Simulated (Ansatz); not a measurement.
AlAu4:
```yaml
crystal:
  lattice:
    - [6.97675, 0.00000, 0.00000]
    - [0.00000, 6.97675, 0.00000]
    - [0.00000, 0.00000, 6.97675]
  atoms:
    - { symbol: Al, position: [0.06430, 0.06430, 0.06430] }
    - { symbol: Al, position: [0.43570, 0.93570, 0.56430] }
    - { symbol: Al, position: [0.56430, 0.43570, 0.93570] }
    - { symbol: Al, position: [0.93570, 0.56430, 0.43570] }
    - { symbol: Au, position: [0.68311, 0.68311, 0.68311] }
    - { symbol: Au, position: [0.81689, 0.31689, 0.18311] }
    - { symbol: Au, position: [0.18311, 0.81689, 0.31689] }
    - { symbol: Au, position: [0.31689, 0.18311, 0.81689] }
    - { symbol: Au, position: [0.78455, 0.94861, 0.38689] }
    - { symbol: Au, position: [0.71545, 0.05139, 0.88689] }
    - { symbol: Au, position: [0.28455, 0.55139, 0.61311] }
    - { symbol: Au, position: [0.21545, 0.44861, 0.11311] }
    - { symbol: Au, position: [0.38689, 0.78455, 0.94861] }
    - { symbol: Au, position: [0.88689, 0.71545, 0.05139] }
    - { symbol: Au, position: [0.61311, 0.28455, 0.55139] }
    - { symbol: Au, position: [0.11311, 0.21545, 0.44861] }
    - { symbol: Au, position: [0.94861, 0.38689, 0.78455] }
    - { symbol: Au, position: [0.05139, 0.88689, 0.71545] }
    - { symbol: Au, position: [0.55139, 0.61311, 0.28455] }
    - { symbol: Au, position: [0.44861, 0.11311, 0.21545] }
```

Relaxed with r²SCAN.

Task: Map the electron localisation function on the plane through (0.064, 0.064, 0.064) spanned by u = [1, 0, 0] and v = [0, 1, 1] in lattice vectors, from the program Ansatz at the r²SCAN level (PAW).

Result: x is the fraction of u, y of v (the angle between them is 90°; rows are the nearest grid lines); atoms in the plane: Al at (0.00, 0.00), Au at (0.62, 0.62).
```
| : .-++==--------::::------=+**=. : |
|  .-+++=--::::::::--=++++====+**=.  |
|--=+++=--:::::::::-=++***+===+***+=-|
|**+==--:-------:::--=+**+==---==++**|
|==---::--=+**+=--:::--------------==|
|++=--::-==+**+=---::::::::--::--==++|
|*++=-::--==++==-------------::--=+**|
|++=--::::----------=+***+=--::--=+++|
|---::::---:------=*#%@@%##+=-:::----|
|:::--=++++==-----+*#%@@%##+==--:::::|
|:--=+*####*+=-:--=*##%%##*+====--:::|
|===+*#%%@%##+-:::--==+++=++****++++=|
|*+==+*##%##*=-::::::---==+*#*+===***|
|*+==-==+++=--::::::::::-==+=-:..-+**|
|*+=---------:::::::::::--=+==-:-=***|
|+=---:::.......:::::::---==+****#**+|
|=-----::... ....:::::::---==========|
|-----:::.....::::::::---=+++==------|
|-----:::::::---::::::--=+****+------|
|----:::::-==+**+=--:--=+*###*+=-----|
|+++==----=+*####*+=-:---=+++++=++**+|
|--=+++==-=+*####*+=-::::---==+*##*=-|
|  .-+*+====**##**=--::::::--=*##+:  |
| : .-++==--------::::------=+**=. : |
```
Scale: ten equal steps from -0.019 (start of ' ') to 0.731 (end of '@'), in the order ' .:-=+*#%@'; x runs from 0.000 to 1.00, y from 0.000 (bottom) to 1.00 (top).

The density is the valence pseudo-density with augmentation charge, so density and ELF within about 1 Å of a nucleus are not all-electron values.

Space group P2_13. The first step of the workflow began from a Materials Project structure, measured or hypothetical; the Crystallography Open Database files this formula in space group No. 198, but the cells were not matched. Its standing as an ambient phase is unchecked. The cell was relaxed with r²SCAN under the symmetry of its start; its stability against distortions is not shown here. Scalar-relativistic: spin–orbit coupling is off unless named, which matters more the heavier the elements.

Potentials: the later of the program's two PAW sets.
